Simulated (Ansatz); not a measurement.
**Data sheet: BaC$_{2}$ (DFT)**

BaC₂:
```
CELL_PARAMETERS angstrom
      2.54169     1.46745     2.45404
     -2.54169     1.46745     2.45404
      0.00000    -2.93489     2.45404
ATOMIC_POSITIONS crystal
  Ba 0.00000 0.00000 0.00000
  C  0.58592 0.58592 0.58592
  C  0.41408 0.41408 0.41408
```

Space group R-3m (No. 166); conventional cell a = b = 5.083 Å, c = 7.362 Å, α = β = 90.00°, γ = 120.00°.

Method: the program Ansatz at the PBEsol level (PAW). Structure relaxed to zero pressure with the same functional. Other levels are named where they apply.

### Cell and energy

| Quantity | Value |
|---|---|
| Volume per atom | 18.31 Å³ |
| Density | 4.88 g/cm³ |
| Formation energy from the elements (no fitted shifts) | 0.18 eV/atom |

### Electronic structure

| Property | Value |
|---|---|
| Band gap | 1.18 eV (indirect) |
| Valence-band maximum | at T |
| Conduction-band minimum | at Γ |
| Smallest direct gap on the standard path | 2.04 eV |
| Electron effective mass, band 1 of 2 at the edge | 0.70 along x, 0.37 along z (mₑ) |
| Electron effective mass, band 2 of 2 at the edge | 0.32 along x, 0.37 along z (mₑ) |
| Electron effective mass with spin–orbit coupling | 0.36, 0.45, 0.45 mₑ (principal values) |
| Hole effective mass | 0.48, 5.6, 5.6 mₑ (principal values) |
| Hole effective mass with spin–orbit coupling | 0.48, 5.7, 5.7 mₑ (principal values) |
| HSE06 gap on the PBEsol cell | 2.49 eV |
| Gap with spin–orbit coupling | 1.18 eV |

### Mechanics

| Property | Value |
|---|---|
| Bulk modulus (Birch–Murnaghan fit) | 52.7 GPa |
| Pressure derivative B′ | 4.4 |
| Elastic constants (relaxed ions, GPa) | C11 = 86.4, C12 = 30.1, C13 = 32.7, C14 = 6.5, C33 = 128, C44 = 23.6 |
| Mechanical stability | stable (all eigenvalues of C positive) |
| Hill bulk and shear moduli | 53.7 and 27.4 GPa |
| Young's modulus | 70.2 GPa |
| Poisson's ratio | 0.28 |
| Debye temperature from the elastic constants | 298 K |

### Dielectric response

| Item | Result |
|---|---|
| Electronic dielectric constant ε∞ (DFPT) | 4.70 (xx = yy), 5.46 (zz) |
| Static dielectric constant ε0 (ions relaxed, cell fixed) | 16.8 (xx = yy), 17.1 (zz) |
| Born charges (a third of the trace) | Ba +2.76, C -1.38 e |

### Phonons

| Property | Value |
|---|---|
| Highest zone-centre frequency (without LO–TO term) | 226.1 meV |
| Zone-centre stability | no imaginary mode at Γ |
| Dynamical stability on the path | stable (no imaginary branch) |
| Zero-point energy | 67.3 meV/atom |
| Vibrational entropy at 300 K | 29.9 J/(K·mol of atoms) |

The workflow started from a Materials Project entry (that database holds measured and hypothetical structures alike); the Crystallography Open Database copy checked does not list it. Whether it is the stable phase at ambient conditions was not checked. The PBEsol relaxation kept the symmetry of its start. Its formation energy is positive at this level, so the cell may be metastable or incomplete. The references are the lowest solids computed at this level, not always the standard phases. Scalar-relativistic: spin–orbit coupling is off unless named, which matters more the heavier the elements.

Potentials: the later of the program's two PAW sets.
